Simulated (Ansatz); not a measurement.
Put In₃O in P6/mmm (No. 191): In on 2c and 1b; O on 1a.

Level of theory: Ansatz 0.2.0, DFT PBE, scalar-relativistic, plane waves, PAW. Cutoff 420 eV, Γ-centred mesh, Gaussian smearing, no spin polarisation.

Formation energies are uncorrected and refer to the elements' standard structures at the same level (O₂ as a molecule).

Problem. Predict the relaxed structure.

Solution.

Space group P6/mmm (No. 191). a = 5.318 Å, b = 5.318 Å, c = 4.273 Å, α = 90.00°, β = 90.00°, γ = 120.00°
```tsv
atom	site	symmetry	x	y	z
In	2c	-6m2	0.3333	0.6667	0.0000
In	1b	6/mmm	0.0000	0.0000	0.5000
O	1a	6/mmm	0.0000	0.0000	0.0000
```

Around In on a site of symmetry -6m2 lie 3 O at 3.07 Å and 3 In at 3.07 Å; around In on a site of symmetry 6/mmm lie 2 O at 2.14 Å; O has 2 In at 2.14 Å and 6 In at 3.07 Å. Another local minimum with the same sites may exist.

Problem. And its energy and gap?

Solution. The formation energy is −0.10 eV/atom and the gap on the 12×12×10 mesh of the 4-atom cell is 0 eV (a metal). A negative formation energy is needed for stability but isn't enough: competing phases decide.

The last run used Gaussian smearing of 0.10 eV. An odd number of electrons in the primitive cell allows no gap without spin; a larger cell or a magnetic state could open one. A structure relaxed within its symmetry needn't be a true minimum.
